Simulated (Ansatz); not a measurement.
NbBr₄ (space group C2/m)

```
CELL_PARAMETERS angstrom
      6.28072    -3.54872     0.00000
      6.28072     3.54872     0.00000
     -5.84132     0.00000     6.63478
ATOMIC_POSITIONS crystal
  Nb 0.21696 0.78304 0.00000
  Nb 0.78304 0.21696 0.00000
  Br 0.21427 0.21427 0.17198
  Br 0.78573 0.78573 0.82802
  Br 0.27843 0.78762 0.30593
  Br 0.72157 0.21238 0.69407
  Br 0.21238 0.72157 0.69407
  Br 0.78762 0.27843 0.30593
  Br 0.68552 0.68552 0.14951
  Br 0.31448 0.31448 0.85049
```

The volume is varied about the relaxed value V₀ at fixed cell shape. The atoms relax within the cell's symmetry.

These are PBEsol (plane waves to 420 eV, PAW, scalar-relativistic; Ansatz, a program for electronic structure) values and carry that method's errors. k mesh 6×6×5 (Γ-centred), Fermi-Dirac smearing 0.05 eV. The energy includes the smearing's −TS. Stress and pressure are positive under compression. NbBr4 is run without spin polarisation and with no Hubbard U. NbBr4 was relaxed with its symmetry unable to fall. The zero of ΔE is the relaxed starting cell.

```tsv
V (Å³/cell)	ΔE (meV/atom)	P (GPa)
278.01	[?]	0.94
282.45	[?]	0.66
286.89	[?]	0.41
291.32	0.3	0.19
295.76	0.0	0.00
300.20	0.2	-0.17
304.63	[?]	-0.32
309.07	2.0	-0.45
313.50	3.4	-0.57
```

Fill in the missing entries.


- 278.01, ΔE (meV/atom): 4.8
- 282.45, ΔE (meV/atom): 2.6
- 286.89, ΔE (meV/atom): 1.1
- 304.63, ΔE (meV/atom): 0.9

(Under strain, the slope of the energy per volume gives the stress and its curvature an elastic modulus.)
